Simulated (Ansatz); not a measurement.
BeS in space group P6_422 (No. 181; Be on 3c, S on 3d), a = b = 3.4233 Å, c = 7.7460 Å, α = β = 90.00°, γ = 120.00°.

Relaxed with PBEsol.

Task: Give the optical modes at the zone centre with their infrared activity from DFPT, plane-wave PAW PBEsol (Ansatz code).

Result: Transverse frequencies, without the LO–TO term; a row sums one degenerate level.

```csv
ω (cm⁻¹),degeneracy,IR ((D/Å)²/amu),activity,symmetry
194,2,1.00,IR,E1
196,1,0.00,IR-inactive,B2
208,1,0.00,IR-inactive,B1
314,1,0.00,IR-inactive,B1
328,2,0.00,IR-inactive,E2
408,2,10.57,IR,E1
493,1,35.13,IR,A2
518,2,60.25,IR,E1
537,1,0.00,IR-inactive,B2
633,2,0.00,IR-inactive,E2
```

Task: How high does the top mode go among those that the LO–TO term moves?

Result: 633 cm⁻¹ for q along x, 633 cm⁻¹ for q along y, 608 cm⁻¹ for q along z.

The start of the workflow was typed in or built on a structure type; neither database checked (COD, Materials Project) lists it. COD files the formula under space group No. 216. Whether it is the stable phase at ambient conditions was not checked. Symmetry was held in the PBEsol relaxation; whether a distortion lowers the energy is not shown.

Potentials: the earlier of the program's two PAW sets. The files were generated under PBE; for other functionals the program regenerates the frozen cores, and for LDA and PBEsol the local potential too.
